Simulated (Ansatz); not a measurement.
# V3Au: computed property card

V3Au:
```xyz
4
Lattice="3.8210 0.0000 0.0000 0.0000 3.8210 0.0000 0.0000 0.0000 3.8210" Properties=species:S:1:pos:R:3 pbc="T T T"
V      0.0000     1.9105     1.9105
V      1.9105     0.0000     1.9105
V      1.9105     1.9105     0.0000
Au     0.0000     0.0000     0.0000
```

Space group Pm-3m (No. 221), Cu3Au type; conventional cell a = b = c = 3.821 Å, α = β = γ = 90.00°.

Method: the program Ansatz at the PBEsol level (PAW). Geometry: relaxed at this level of theory. Other levels are named where they apply.

Cell and energy:

| Quantity | Result |
|---|---|
| Volume per atom | 13.95 Å³ |
| Density | 10.41 g/cm³ |
| Formation energy from the elements (no fitted shifts) | 0.031 eV/atom |

Electronic structure:

| Property | Value |
|---|---|
| Electronic character | metallic (no gap) |
| Density of states at the Fermi level | 2.0 states/eV per atom (mean over ±0.08 eV) |
| Gap with spin–orbit coupling | none (metallic) |

Magnetism:

| Quantity | Result |
|---|---|
| Magnetic order | non-magnetic (starting moments vanished) |

Mechanics:

| Property | Value |
|---|---|
| Bulk modulus (Birch–Murnaghan fit) | 206 GPa |
| Pressure derivative B′ | 4.4 |
| Elastic constants (relaxed ions, GPa) | C11 = 208, C12 = 207, C44 = 92.3 |
| Mechanical stability | marginal (the smallest eigenvalue of C is near zero) |

Phonons:

| Property | Result |
|---|---|
| Highest zone-centre frequency | 276 cm^-1 |
| Zone-centre stability | no imaginary mode at Γ |

The workflow started from an entry of the Crystallography Open Database (COD). Its standing as an ambient phase is unchecked. Symmetry was held in the PBEsol relaxation. The workflow began spin-polarised and lost its moments. As this level gives no gap, shear constants depend on the k-mesh and smearing (Fermi–Dirac, 0.1 eV here). As this level gives no gap, phonon frequencies hold no LO–TO term and depend on the k-mesh and smearing (Fermi–Dirac, 0.1 eV here). On the denser mesh and wider smearing of the elastic run this cell carries a stress of 0.3 GPa. The references are the lowest solids computed at this level, not always the standard phases. Scalar-relativistic: spin–orbit coupling is off unless named, which matters more the heavier the elements.

Potentials: the later of the program's two PAW sets.
